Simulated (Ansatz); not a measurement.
TePt (CsCl type, Pm-3m) under volume change, DFT-r²SCAN in the program Ansatz with PAW potentials, scaled uniformly.

```tsv
V (Å³/atom)	E − E(relaxed) (meV/atom)	P (GPa)
18.322	82.3	15.94
18.926	34.4	9.67
19.530	8.1	4.43
20.134	0.0	0.00
20.738	7.1	-3.63
21.342	(withheld)	(withheld)
21.946	(withheld)	(withheld)
```

Problem. Complete the blanks.

Solution. 
- 21.946, E − E(relaxed) (meV/atom): 56.2
- 21.946, P (GPa): -9.07
- 21.342, E − E(relaxed) (meV/atom): 26.5
- 21.342, P (GPa): -6.59

Problem. What does a third-order Birch–Murnaghan fit give for V₀, B₀ and B′?

Solution. V₀ = 20.14 Å³/atom, B₀ = 132 GPa, B′ = 5.2.

The start of the workflow was typed in or built on a structure type; neither database checked (COD, Materials Project) lists it. COD files the formula under space group No. 166, 194. Whether it is the stable phase at ambient conditions was not checked. The r²SCAN relaxation kept the symmetry of its start; whether a distortion lowers the energy is not shown. The run is not spin-polarised. Its formation energy is positive at this level, so the cell may be metastable or incomplete. Spin–orbit coupling is left out wherever it is not named.

Potentials: the later of the program's two PAW sets.
